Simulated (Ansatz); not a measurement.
Values for one crystal, relaxed and computed with the program Ansatz at the PBE level (PAW); other levels are named.

* **Volume per atom**: 45.65 Å³
* **Electronic character**: no gap, with almost no states at the Fermi level (zero-gap or semimetallic)
* **Gap with spin–orbit coupling**: none (metallic)
* **Pressure derivative B′**: 4.9
* **Bulk modulus (Birch–Murnaghan fit)**: 28.0 GPa
* **Formation energy from the elements (no fitted shifts)**: -0.005 eV/atom
* **Density of states at the Fermi level**: 0.01 states/eV per atom (mean over ±0.08 eV)

### Question
Which compound is it?
A. InMo2C, P6_3/mmc (In on 2d, Mo on 4f, C on 2a)
B. In3GaSbAs3, Pmm2 (Pearson symbol oP8)
C. LaSi3B3, Pm-3n (La on 2a, B on 6c, Si on 6d)
D. InSb, Pm-3n (In on 6c, Sb on 6d)

### Answer
D, InSb, Pm-3n (In on 6c, Sb on 6d)

The start of the workflow was typed in or built on a structure type; neither database checked (COD, Materials Project) lists it. It is not the phase usual at ambient conditions (space group No. 216). The PBE relaxation kept the symmetry of its start; whether a distortion lowers the energy is not shown. The volume moved by 36 % from the start of the relaxation. A small band overlap can be real or an error of a semilocal functional. The references are the lowest solids computed at this level, not always the standard phases. Spin–orbit coupling is left out wherever it is not named.

Potentials: the earlier of the program's two PAW sets.
